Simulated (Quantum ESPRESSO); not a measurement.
**Solid-state NMR card for BaO**

```xyz
2
Lattice="0.0000 2.7904 2.7904 2.7904 0.0000 2.7904 2.7904 2.7904 0.0000" Properties=species:S:1:pos:R:3 pbc="T T T"
Ba     0.0000     0.0000     0.0000
O      2.7904     2.7904     2.7904
```
Geometry: a computed entry of the Materials Project; it was not checked against measured cells. It is BaO in Fm-3m. Stability against distortions was not tested.

These are absolute shieldings with no macroscopic susceptibility term; δ = σ_ref − σ needs a reference computed alike. By our sweeps, such settings leave a few ppm in absolute σ on light atoms and up to some 20 ppm from Zn on. No spin–orbit coupling; Ba is the heaviest element present.

### Question
What do the calculations give at each independent site (shieldings by GIPAW with PBE in a modified build of Quantum ESPRESSO, on JTH PAW datasets, 22.5 Ha, k-mesh 6×6×6 shifted, f-sum rule met within 0.006 %)?

### Answer
```
site         site symmetry  σ_iso (ppm)
-----------  -------------  -----------
Ba (atom 1)           m-3m         4450
O (atom 2)            m-3m         -458
```
